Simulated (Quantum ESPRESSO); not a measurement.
Space group F-43m (No. 216); a = 5.0054 Å, b = 5.0054 Å, c = 5.0054 Å, α = 90.00°, β = 90.00°, γ = 90.00°

```csv
atom,site,symmetry,x,y,z
N,4c,-43m,0.2500,0.2500,0.2500
In,4a,-43m,0.0000,0.0000,0.0000
```
(The calculation used a cell of 2 atoms; values per cell refer to that cell.)

The geometry is that of Materials Project entry mp-20411, symmetrised and not relaxed again.

Task: What does norm-conserving PBEsol (Quantum ESPRESSO, 84 Ry, without SOC) give for the electronic structure near the Fermi level?

Result: At this level the gap is closed or nearly so: along the path the highest valence and lowest conduction bands touch, or overlap by less than 0.6 eV, a zero-gap or semimetallic result; the valence top lies at Γ, the conduction bottom at Γ. Semilocal functionals close the gaps of some narrow-gap semiconductors, so this alone doesn't show that the compound has none. Spin-orbit splittings are left out.

This is not the ordinary phase of the substance; no match was found in the copy of COD used, and its stability was not checked.
